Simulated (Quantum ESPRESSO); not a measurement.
## GaZn3SeS3 (input and log of a self-consistent run)

Computed values, not a measurement. The program is pw.x of Quantum ESPRESSO 7.5 (plane-wave density functional theory). The cell is made up: 8 atoms on a wurtzite lattice, with randomly drawn elements, strain and displacements, not relaxed. PseudoDojo standard norm-conserving files (v0.5 for PBE, v0.4.1 for LDA and PBEsol) set the functional; there is no spin polarisation, spin-orbit coupling or dispersion term, and the masses in the input are unused placeholders. A spin-polarised start on this cell or one of its family kept no moment.

Input:

```
&control calculation='scf', pseudo_dir='./dojo.nc.sr.pbe.v0_5.standard.upf', outdir='./o', disk_io='low', tprnfor=.true., tstress=.true. /
&system ibrav=0, nat=8, ntyp=4, nbnd=64, ecutwfc=85.99341389, nosym=.true., tot_charge=0,
 occupations='smearing', smearing='fd', degauss=0.0073498644
/
&electrons conv_thr=7.350e-09, electron_maxstep=60, /
ATOMIC_SPECIES
Ga 1.0 Ga.upf
S 1.0 S.upf
Se 1.0 Se.upf
Zn 1.0 Zn.upf
CELL_PARAMETERS angstrom
3.8644 0.0003 -0.0307
0.0005 6.7998 0.0235
-0.0501 0.0222 6.3567
ATOMIC_POSITIONS angstrom
Ga -0.0164 -0.0533 -0.1029
Zn 1.9323 3.4827 0.0642
Zn 1.8905 1.173 3.111
Zn -0.1263 4.7736 3.2954
Se -0.0263 0.0612 2.4109
S 1.9252 3.3287 2.3993
S 1.8108 1.1891 5.5795
S 0.043 4.5468 5.5215
K_POINTS automatic
7 6 6 1 1 1
```

The log is shortened where brackets say so; the opening notice, blank lines, dates and the lines on written files are dropped, and the path of the files is cut. It prints rydbergs, bohrs and kilobars, and counts compression as positive stress.

```
     Program PWSCF v.7.5
     Parallel version (MPI & OpenMP), running on       4 processor cores
     Number of MPI processes:                 4
     Threads/MPI process:                     1
     [start-up lines left out]
     bravais-lattice index     =            0
     lattice parameter (alat)  =       7.3029  a.u.
     unit-cell volume          =    1127.1302 (a.u.)^3
     number of atoms/cell      =            8
     number of atomic types    =            4
     number of electrons       =       107.00
     number of Kohn-Sham states=           64
     kinetic-energy cutoff     =      85.9934  Ry
     charge density cutoff     =     343.9737  Ry
     scf convergence threshold =      7.3E-09
     mixing beta               =       0.7000
     number of iterations used =            8  plain     mixing
     Exchange-correlation= PBE
                           (   1   4   3   4   0   0   0)
     [axes and pseudopotential details left out]
   Cartesian axes
     site n.     atom                  positions (alat units)
         1        Ga     tau(   1) = (  -0.0042437  -0.0137921  -0.0266268  )
         2        Zn     tau(   2) = (   0.5000101   0.9011981   0.0166127  )
         3        Zn     tau(   3) = (   0.4891938   0.3035304   0.8050155  )
         4        Zn     tau(   4) = (  -0.0326819   1.2352369   0.8527316  )
         5        Se     tau(   5) = (  -0.0068055   0.0158364   0.6238547  )
         6        S      tau(   6) = (   0.4981729   0.8613485   0.6208530  )
         7        S      tau(   7) = (   0.4685702   0.3076965   1.4437750  )
         8        S      tau(   8) = (   0.0111269   1.1765491   1.4287666  )
     number of k points=   126  Fermi-Dirac smearing, width (Ry)=  0.0073
     Number of k-points >= 100: set verbosity='high' to print them.
     Dense  grid:   121455 G-vectors     FFT dimensions: (  45,  75,  72)
     Estimated max dynamical RAM per process >     666.92 MB
     Estimated total dynamical RAM >       2.52 GB
     Initial potential from superposition of free atoms
     starting charge     106.9968, renormalised to     107.0000
     Starting wfcs are   60 randomized atomic wfcs +    4 random wfcs
     total cpu time spent up to now is       12.2 secs
     per-process dynamical memory:   594.7 Mb
     Self-consistent Calculation
     iteration #  1     ecut=    85.99 Ry     beta= 0.70
     Davidson diagonalization with overlap
     ethr =  1.00E-02,  avg # of iterations =  5.8
     Threshold (ethr) on eigenvalues was too large:
     Diagonalizing with lowered threshold
     Davidson diagonalization with overlap
     ethr =  3.60E-04,  avg # of iterations =  3.1
     total cpu time spent up to now is       88.9 secs
     total energy              =   -1715.83969523 Ry
     estimated scf accuracy    <       0.38050801 Ry
     iteration #  2     ecut=    85.99 Ry     beta= 0.70
     Davidson diagonalization with overlap
     ethr =  3.56E-04,  avg # of iterations =  4.6
     total cpu time spent up to now is      131.7 secs
     total energy              =   -1715.92845840 Ry
     estimated scf accuracy    <       0.27238125 Ry
     iteration #  3     ecut=    85.99 Ry     beta= 0.70
     Davidson diagonalization with overlap
     ethr =  2.55E-04,  avg # of iterations =  2.2
     total cpu time spent up to now is      169.8 secs
     total energy              =   -1715.98728616 Ry
     estimated scf accuracy    <       0.02261472 Ry
     iteration #  4     ecut=    85.99 Ry     beta= 0.70
     Davidson diagonalization with overlap
     ethr =  2.11E-05,  avg # of iterations =  6.8
     total cpu time spent up to now is      212.6 secs
     total energy              =   -1715.99283658 Ry
     estimated scf accuracy    <       0.00359451 Ry
     iteration #  5     ecut=    85.99 Ry     beta= 0.70
     Davidson diagonalization with overlap
     ethr =  3.36E-06,  avg # of iterations =  6.4
     total cpu time spent up to now is      254.9 secs
     total energy              =   -1715.99348854 Ry
     estimated scf accuracy    <       0.00049835 Ry
     iteration #  6     ecut=    85.99 Ry     beta= 0.70
     Davidson diagonalization with overlap
     ethr =  4.66E-07,  avg # of iterations =  3.3
     total cpu time spent up to now is      291.8 secs
     total energy              =   -1715.99360773 Ry
     estimated scf accuracy    <       0.00005741 Ry
     iteration #  7     ecut=    85.99 Ry     beta= 0.70
     Davidson diagonalization with overlap
     ethr =  5.37E-08,  avg # of iterations =  2.7
     total cpu time spent up to now is      325.7 secs
     total energy              =   -1715.99362066 Ry
     estimated scf accuracy    <       0.00000584 Ry
     iteration #  8     ecut=    85.99 Ry     beta= 0.70
     Davidson diagonalization with overlap
     ethr =  5.46E-09,  avg # of iterations =  2.5
     total cpu time spent up to now is      359.3 secs
     total energy              =   -1715.99362224 Ry
     estimated scf accuracy    <       0.00000078 Ry
     iteration #  9     ecut=    85.99 Ry     beta= 0.70
     Davidson diagonalization with overlap
     ethr =  7.32E-10,  avg # of iterations =  2.8
     total cpu time spent up to now is      395.1 secs
     total energy              =   -1715.99362245 Ry
     estimated scf accuracy    <       0.00000012 Ry
     iteration # 10     ecut=    85.99 Ry     beta= 0.70
     Davidson diagonalization with overlap
     ethr =  1.16E-10,  avg # of iterations =  2.2
     total cpu time spent up to now is      426.1 secs
     total energy              =   -1715.99362248 Ry
     estimated scf accuracy    <       0.00000002 Ry
     iteration # 11     ecut=    85.99 Ry     beta= 0.70
     Davidson diagonalization with overlap
     ethr =  1.44E-11,  avg # of iterations =  2.6
     total cpu time spent up to now is      463.9 secs
     End of self-consistent calculation
     Number of k-points >= 100: set verbosity='high' to print the bands.
     the Fermi energy is     9.9626 ev
!    total energy              =   -1715.99362248 Ry
     estimated scf accuracy    <          1.0E-09 Ry
     smearing contrib. (-TS)   =      -0.00582014 Ry
     internal energy E=F+TS    =   -1715.98780234 Ry
     The total energy is F=E-TS. E is the sum of the following terms:
     one-electron contribution =   -1354.04111222 Ry
     hartree contribution      =     706.43282721 Ry
     xc contribution           =    -244.13872631 Ry
     ewald contribution        =    -824.24079103 Ry
     convergence has been achieved in  11 iterations
     Forces acting on atoms (cartesian axes, Ry/au):
     atom    1 type  1   force =    -0.01305217    0.02046564   -0.00957961
     atom    2 type  4   force =     0.01612610   -0.02194708    0.00211139
     atom    3 type  4   force =     0.00751125    0.02681656    0.03976643
     atom    4 type  4   force =     0.00179738   -0.08406402   -0.01849157
     atom    5 type  3   force =    -0.00688800    0.01029122   -0.01928764
     atom    6 type  2   force =    -0.00239805    0.05251574    0.00049924
     atom    7 type  2   force =     0.01518552    0.02619814   -0.01716052
     atom    8 type  2   force =    -0.01828203   -0.03027619    0.02214229
     Total force =     0.132052     Total SCF correction =     0.000245
     Computing stress (Cartesian axis) and pressure
          total   stress  (Ry/bohr**3)                   (kbar)     P=       53.26
   0.00036152  -0.00001834   0.00004690           53.18       -2.70        6.90
  -0.00001834   0.00042489  -0.00007944           -2.70       62.50      -11.69
   0.00004690  -0.00007944   0.00029970            6.90      -11.69       44.09
     init_run     :     11.52s CPU     12.05s WALL (       1 calls)
     electrons    :    449.44s CPU    451.73s WALL (       1 calls)
     forces       :      5.10s CPU      5.11s WALL (       1 calls)
     stress       :     18.41s CPU     18.91s WALL (       1 calls)
     [timing details left out]
     PWSCF        :   8m 4.85s CPU   8m 8.44s WALL
     JOB DONE.
```

In other units: free energy -23347.283 eV for the cell, pressure 5.33 GPa, largest force component 2.161 eV/Å. A rerun of a related cell, with the same atoms placed differently, at 1467 eV and a 9 x 8 x 8 mesh moved values by no more than 0.002 eV in energy, 0.05 GPa in stress and 0.014 eV/Å in force.